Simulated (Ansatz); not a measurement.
NbNF2:
```
CELL_PARAMETERS angstrom
      4.09603     0.00000     0.00000
      0.00000     4.09603     0.00000
      0.00000     0.00000     3.86002
ATOMIC_POSITIONS crystal
  Nb 0.00000 0.00000 0.00000
  N  0.00000 0.00000 0.50000
  F  0.50000 0.00000 0.00000
  F  0.00000 0.50000 0.00000
```
Starting moments (μB, in the order of the atoms Nb N F F): -0.1 0.1 0.0 0.0.

Relaxed with r²SCAN.

Question: Which orbitals make up the states near the Fermi level in the program Ansatz at the r²SCAN level (PAW)?

Answer: Within 0.5 eV of the Fermi level: Nb 4d 60 %, N 2p 34 %. Projections are on Löwdin-orthogonalised atomic valence shells; empty p or d shells of many metals are not among them.

Question: Tabulate the density of states.

Answer: States/eV per cell of 4 atoms, in 0.25 eV bins, energy from the Fermi level.

```
E (eV)  total  F 2p  Nb 4d  N 2p
------  -----  ----  -----  ----
-7.85    2.59  2.25   0.26  0.01
-7.60    3.51  3.17   0.23  0.01
-7.35    4.91  4.16   0.54  0.13
-7.10    4.70  3.92   0.61  0.14
-6.85    6.35  5.64   0.56  0.11
-6.60    8.02  7.69   0.21  0.07
-6.35    4.36  4.29   0.04  0.01
-6.10    1.79  1.78   0.00  0.00
-5.85    0.45  0.24   0.07  0.12
-5.60    0.84  0.02   0.27  0.47
-5.35    0.47  0.01   0.14  0.26
-5.10    0.42  0.01   0.12  0.24
-4.85    0.33  0.01   0.09  0.19
-4.60    0.30  0.01   0.08  0.18
-4.35    0.30  0.01   0.07  0.18
-4.10    0.28  0.01   0.06  0.17
-3.85    0.26  0.01   0.05  0.16
-3.60    0.26  0.00   0.05  0.16
-3.35    0.73  0.01   0.28  0.39
-3.10    1.32  0.05   0.54  0.67
-2.85    1.51  0.11   0.58  0.77
-2.60    1.83  0.20   0.65  0.94
-2.35    2.78  0.43   0.86  1.42
-2.10    2.68  0.35   0.74  1.51
-1.85    1.99  0.16   0.48  1.29
-1.60    1.85  0.09   0.35  1.35
-1.35    2.22  0.05   0.23  1.85
-1.10    1.27  0.02   0.13  1.06
-0.85    0.70  0.01   0.05  0.60
-0.60    0.37  0.00   0.02  0.31
-0.35    0.62  0.00   0.02  0.55
-0.10    0.64  0.01   0.23  0.37
0.15     0.67  0.02   0.62  0.03
0.40     1.04  0.05   0.96  0.02
0.65     1.52  0.10   1.32  0.08
0.90     2.07  0.20   1.74  0.08
1.15     2.43  0.27   1.97  0.10
1.40     2.31  0.26   1.79  0.17
1.65     1.73  0.20   1.24  0.19
1.90     1.29  0.13   0.87  0.20
2.15     0.87  0.03   0.55  0.23
2.40     1.08  0.03   0.70  0.23
2.65     1.17  0.04   0.74  0.24
2.90     1.49  0.05   0.92  0.28
3.15     1.68  0.07   1.03  0.28
3.40     1.80  0.09   1.09  0.29
3.65     1.65  0.09   0.92  0.34
3.90     1.55  0.09   0.81  0.36
4.15     1.55  0.09   0.77  0.39
4.40     1.81  0.10   0.86  0.52
4.65     2.37  0.10   1.06  0.80
```

Space group P4/mmm. The start of the workflow was typed in or built on a structure type; neither database checked (COD, Materials Project) lists it. Its standing as an ambient phase is unchecked. The r²SCAN relaxation kept the symmetry of its start; its stability against distortions is not shown here. The workflow began spin-polarised and lost its moments. The cell computed holds one magnetic atom, so no antiferromagnetic order was within reach. Other orbital occupations within this spin state were not tried. Scalar-relativistic: spin–orbit coupling is off unless named, which matters more the heavier the elements.

Potentials: the earlier of the program's two PAW sets.
